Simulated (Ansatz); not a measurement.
SiW in space group P6/mmm (No. 191; W on 3f, Si on 1a, Si on 2d) at seven volumes, the program Ansatz at the PBE level (PAW), shape and atoms relaxed at each. One row is withheld.

```tsv
V (Å³/atom)	P (GPa)
15.948	21.76
16.474	13.33
17.000	?
17.525	0.00
18.051	-5.22
18.577	-9.66
19.103	-13.43
```

Problem. Fit the shown pressures and predict the withheld one.

Solution. P = (3/2)B₀(x^(7/2) − x^(5/2))[1 + (3/4)(B′ − 4)(x − 1)] with x = (V₀/V)^(2/3). Least squares on the six rows gives V₀ = 17.525 Å³/atom, B₀ = 188 GPa, B′ = 4.34. At V = 17.000, x = 1.0205 and P = 6.11 GPa. The run itself gave 6.14 GPa.

A made-up cell: these elements were put on the sites of a structure type; neither database checked (COD, Materials Project) lists it. Its standing as an ambient phase is unchecked. The PBE relaxation kept the symmetry of its start; whether a distortion lowers the energy is not shown. The run is not spin-polarised. Spin–orbit coupling is left out wherever it is not named.

Potentials: the later of the program's two PAW sets.
